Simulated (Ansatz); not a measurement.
Input:

Relaxed KCl (rock salt):

```
KCl
1.0
    0.00000     3.14616     3.14616
    3.14616     0.00000     3.14616
    3.14616     3.14616     0.00000
Cl K
1 1
Direct
  0.00000   0.00000   0.00000
  0.50000   0.50000   0.50000
```

In each cell atom 1 (Cl, nearest neighbour K at 3.146 Å; its periodic images, 4.4 Å or more away, move with it) moves by s·(0.000, 0.000, 1.000) (along Cartesian z), the rest being held.

These are r2SCAN (plane waves to 500 eV, PAW, scalar-relativistic; Ansatz, an electronic-structure program) values and carry that method's errors. k mesh 7×7×7 (Γ-centred), Fermi-Dirac smearing 0.05 eV. Energies are smeared free energies. Left out: 2 of 11 points, with atoms too close for the PAW data. KCl was relaxed with its symmetry unable to fall. ΔE is measured from the undisplaced structure.

The scan covers s from -0.752 to 0.752 Å in 9 points.

Q: Is the energy the same for equal positive and negative displacements?

A: Even: the same for both signs. With its periodic images moving along, the atom's site symmetry in this cell is m-3m.

Q: What is the energy change at s = 0.752 Å?

A: 851 meV/cell.

Q: What force acts on the atom along the line at s = -0.752 Å?

A: 3.64 eV/Å.

Q: What is the force constant k = d²E/ds² of this move at s = 0?

A: 1.43 eV/Å².

Q: With two atoms in the cell this is the zone-centre optical mode. What wavenumber follows (transverse: no LO-TO term)?

A: 144 cm⁻¹.

(A displaced cell: forces are minus the slopes of the energy, force constants its curvatures, and phonons follow from these.)
